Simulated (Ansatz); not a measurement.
**Te, A15: geometry optimisation**

All numbers below come from Ansatz 0.2.0, DFT, r2SCAN, plane waves (500 eV) with PAW, scalar-relativistic. The PAW files were generated under PBE, with cores re-solved for the functional.

k-point mesh 4×4×4, Fermi-Dirac smearing 0.1 eV, no spin polarisation. Cell and atoms relax.

Starting structure:

```yaml
crystal:
  lattice:
    - [6.1330711348, 0.0, 0.0]
    - [0.0, 6.1330711348, 0.0]
    - [0.0, 0.0, 6.1330711348]
  atoms:
    - { symbol: Te, position: [0.0, 0.0, 0.0] }
    - { symbol: Te, position: [0.5, 0.5, 0.5] }
    - { symbol: Te, position: [0.25, 0.0, 0.5] }
    - { symbol: Te, position: [0.75, 0.0, 0.5] }
    - { symbol: Te, position: [0.5, 0.25, 0.0] }
    - { symbol: Te, position: [0.5, 0.75, 0.0] }
    - { symbol: Te, position: [0.0, 0.5, 0.25] }
    - { symbol: Te, position: [0.0, 0.5, 0.75] }
hamiltonian:
  xc: r2scan
  pseudopotentials:
    kind: paw
    azcp:
      Te: "pseudopotentials/Te.paw.azcp"
basis:
  ecutwfc: 500
  fft_grid_basis: typed
kpoints:
  mp_grid: { grid: [4, 4, 4], shift: [0, 0, 0] }
magnetization:
  spin_polarized: false
scf:
  occupations: { method: fermi_dirac, width: 0.1 }
relax:
  max_steps: 60
  f_tol: 0.01
  cell: {}
```

Question: What cell does the relaxation end in?

Answer: Pm-3n with a = 6.170 Å; 29.36 Å³ per atom against 28.84 at the start (1.8 %).

Question: How much energy does the relaxation gain?

Answer: 1.5 meV per atom.
